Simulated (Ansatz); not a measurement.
One stationary structure of SiO2. Space group C2/m (No. 12). Calculation: PBEsol (plane waves to 420 eV, PAW, scalar-relativistic; Ansatz, an electronic-structure program).

```cif
data_O12Si6
_chemical_formula_sum 'O12 Si6'
_space_group_name_H-M_alt 'C2/m'
_space_group_IT_number 12
_space_group_name_Hall '-C 2y'
_cell_length_a 8.04746
_cell_length_b 6.00965
_cell_length_c 5.02231
_cell_angle_alpha 90.000
_cell_angle_beta 126.193
_cell_angle_gamma 90.000
loop_
_atom_site_label
_atom_site_type_symbol
_atom_site_symmetry_multiplicity
_atom_site_Wyckoff_symbol
_atom_site_fract_x
_atom_site_fract_y
_atom_site_fract_z
_atom_site_occupancy
O1 O 4 h 0.50000 0.19021 0.50000 1
O2 O 4 i 0.14459 0.00000 0.35029 1
O3 O 4 i 0.27195 0.50000 0.10166 1
Si1 Si 4 i 0.30554 0.00000 0.27165 1
Si2 Si 2 c 0.50000 0.50000 0.50000 1
```
(The calculation used a cell of 9 atoms; values per cell refer to that cell.)

- Volume per atom = 10.89 Å³
- Band gap = 4.93 eV, indirect (valence top at k = (0, -0.5, 0), conduction bottom at Γ) (no spin-orbit coupling)
- Smallest direct gap = 5.15 eV at Γ
- Shortest distances = O–Si 1.56 Å; O–O 2.29 Å; Si–Si 2.56 Å
- k-mesh = 8×8×8

Band energies at high-symmetry points (eV from the VBM; labels of this space group; no spin-orbit coupling), from −5 eV up to 9.9 eV:

| point | energies |
|---|---|
| Γ | -4.49 -4.15 -3.83 -3.24 -2.54 -1.45 -1.39 -1.18 -0.66 -0.40 -0.36 -0.23 4.93 7.21 8.31 8.79 9.43 9.64 9.85 |
| C | -4.22 -3.67 -3.51 -2.80 -2.66 -1.51 -1.39 -1.32 -1.01 -0.37 -0.28 7.21 7.99 8.34 8.90 9.25 9.91 |
| C2 | -4.22 -3.67 -3.51 -2.80 -2.66 -1.51 -1.39 -1.32 -1.01 -0.37 -0.28 7.21 7.99 8.34 8.90 9.25 9.91 |
| Y2 | -4.22 -3.67 -3.49 -2.82 -2.70 -1.52 -1.38 -1.32 -1.00 -0.37 -0.28 7.22 7.97 8.39 8.91 9.26 9.91 |
| M2 | -4.66 -4.66 -3.35 -3.16 -2.79 -2.16 -1.89 -1.40 -1.00 -0.70 -0.67 -0.61 6.81 7.66 7.97 8.76 9.17 9.66 |
| D | -4.88 -3.76 -3.27 -2.88 -2.29 -2.27 -1.75 -1.64 -1.52 -1.20 -0.73 -0.65 7.67 7.94 8.53 8.72 8.95 9.83 |
| D2 | -4.88 -3.76 -3.27 -2.88 -2.29 -2.27 -1.75 -1.64 -1.52 -1.20 -0.73 -0.65 7.67 7.94 8.53 8.72 8.95 9.83 |
| A | -4.97 -3.55 -3.51 -2.66 -2.39 -2.26 -1.29 -0.88 -0.82 -0.78 -0.53 7.48 7.94 8.77 8.87 9.29 9.85 |

No spin polarisation in the result.

It was reached from a disturbed copy of a P-62m (No. 189) cell, against which it lies -760 meV/atom.

The first start was generated by placing the elements on the sites of a structure type. A measured structure of SiO2 has the same space group, C2/m (No. 12); the sites were not compared with it. Another known form has space group No. 92.
